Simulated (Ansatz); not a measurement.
## Notes on AgB₂

```
B Ag
1.0
     3.10759    0.05083   -0.02176
    -1.50977    2.66922    0.02366
    -0.02350    0.01594    3.27163
B Ag
2 1
Direct
  0.32816 0.65959 0.49378
  0.67181 0.32192 0.49930
  0.00291 0.00192 0.99939
```

Single point in Ansatz 0.2.0 with PBEsol, no spin polarisation. Cutoff 420 eV, PAW datasets, 7×7×6 (shifted by 0, 0.5, 0 steps) k mesh, fermi-dirac filling (width 0.1 eV).

Q: Is there a gap?

A: It is a metal, with about 1.5 states/eV a cell as the mean within 0.25 eV of the Fermi level, mostly B p (68 %) and Ag d (23 %).

Q: Which element gives electrons and which takes them?

A: Bader charges in e: Ag +0.35, B -0.18. In the mean Ag gives up most and B takes most.

Q: Is it stable against the elements?

A: 0.75 eV an atom against the elements' usual phases (free molecules for gases, crystals otherwise, with no correction for O₂ or N₂), so at this geometry it isn't bound against them. Relaxing would lower it.

Q: Where is the largest force?

A: The largest is on B1: 0.23 eV/Å, components (-0.09, -0.09, 0.19). It makes 112° with the line to a nearest neighbour, B2 at 1.79 Å.

Origin: a strained cell with displaced atoms, so it need not be a known compound. Caveats: the k mesh is coarse if the cell is a metal; atoms or cell far from equilibrium.
